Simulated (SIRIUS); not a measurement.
A self-consistent single point of GaSb (F-43m, 8 atoms in the cell; from Materials Project mp-1156, changed as shown).

```
GaSb
1.0
    6.36324     0.00000     0.00000
    0.00000     6.36324     0.00000
    0.00000     0.00000     6.36324
Ga Sb
4 4
Direct
  0.00000   0.00000   0.00000
  0.00000   0.50000   0.50000
  0.50000   0.00000   0.50000
  0.50000   0.50000   0.00000
  0.25000   0.25000   0.25000
  0.25000   0.75000   0.75000
  0.75000   0.25000   0.75000
  0.75000   0.75000   0.25000
```

Level of theory: PBEsol, GBRV PBEsol ultrasoft pseudopotentials (plane waves; SIRIUS 7.12.0).

SIRIUS settings:

| key | value |
|---|---|
| parameters.ngridk | 4 4 4 |
| parameters.xc_functionals | [XC_GGA_X_PBE_SOL, XC_GGA_C_PBE_SOL] |
| parameters.gk_cutoff | 6.325 1/bohr |
| parameters.pw_cutoff | 14.143 1/bohr |
| parameters.smearing | fermi_dirac |
| parameters.smearing_width | 0.00367493 Ha |
| potentials | GBRV PBEsol ultrasoft pseudopotentials |
| parameters.electronic_structure_method | pseudopotential |
| parameters.num_bands | 82 |
| parameters.num_mag_dims | 0 |
| parameters.num_dft_iter | 100 |
| parameters.energy_tol | 1e-07 Ha |
| parameters.density_tol | 1e-06 |
| mixer.type | anderson |
| mixer.beta | 0.5 |
| mixer.use_hartree | true |

Results:

- Number of valence electrons = 136
- Number of bands = 82
- Number of k-points after the program's reduction = 10
- Number of plane waves (most at a k-point) = 7464
- Number of SCF iterations = 16
- FFT grid = 60 × 60 × 60
- Free energy E − TS = -32631.8035 eV
- Fermi level (on the code's own zero) = 6.64 eV
- Pressure = -4.89 GPa

Stress (GPa, positive for compression):
```
-4.89   0.00   0.00
 0.00  -4.89   0.00
 0.00   0.00  -4.89
```

For comparison: a first run was changed to give this one (lattice scaled by 1.02), and from it to this one the free energy rises by 42.7 meV/atom and the pressure goes from -2.97 to -4.89 GPa.

The structure comes from a collection of computed structures, made at another level of theory; the collection holds predicted forms beside known ones. Its lattice was then scaled. No clean gap shows at this smearing width and mesh (spacing up to 0.25 Å⁻¹); the mesh is coarse for partly filled bands, so the values carry mesh errors. Semi-local functionals can close small gaps.

Cost on one core: about 2.5 core-minutes (a rough figure).
